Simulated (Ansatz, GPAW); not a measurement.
## InSb3: energy against volume and a worked fit

Space group Pm-3m (No. 221). a = 4.806 Å, b = 4.806 Å, c = 4.806 Å, α = 90.00°, β = 90.00°, γ = 90.00°
```json
{"atom": "Sb", "site": "3c", "symmetry": "4/mm.m", "x": "0.5000", "y": "0.5000", "z": "0.0000"}
{"atom": "In", "site": "1a", "symmetry": "m-3m", "x": "0.0000", "y": "0.0000", "z": "0.0000"}
```

The cell comes from a database or a generator and needn't be the stable form of this composition.

The cell was scaled at fixed shape and fractions and run with Ansatz, Ansatz PAW, cutoff 420 eV; PBE, k mesh 6 × 6 × 6 on the cell of 4 atoms, fermi-dirac occupations of 0.05 eV, no spin polarisation, no spin-orbit coupling. Energies are those that the program minimises, any entropy of the smearing included. For a metal such a mesh isn't converged to the digits shown.

```csv
V (Å³/atom),energy over the lowest row (meV/atom)
26.0927,20.021
26.6478,9.000
27.2030,2.484
27.7582,0.000
28.3133,1.109
28.8685,?
29.4237,12.424
```

Question: Fit the third-order Birch-Murnaghan form, give V0, B0 and B′, and predict the energy left open.

Answer: With y = (V0/V)^(2/3), E = E0 + (9 V0 B0/16) [(y - 1)³ B′ + (y - 1)² (6 - 4y)]. Least squares through the rows shown give V0 = 27.8563 Å³/atom, E0 = -0.045 meV, B0 = 50.54 GPa (1 eV/Å³ = 160.218 GPa) and B′ = 4.99, with a largest miss of 0.010 meV. At V = 28.8685 the form with these constants gives 5.357 meV; the run gave 5.384 meV an atom. Other set-ups at this level, from all their volumes (Å³/atom, GPa): GPAW, GPAW PAW data sets (gpaw-data 1.2.1): V0 27.720, B0 50.91.
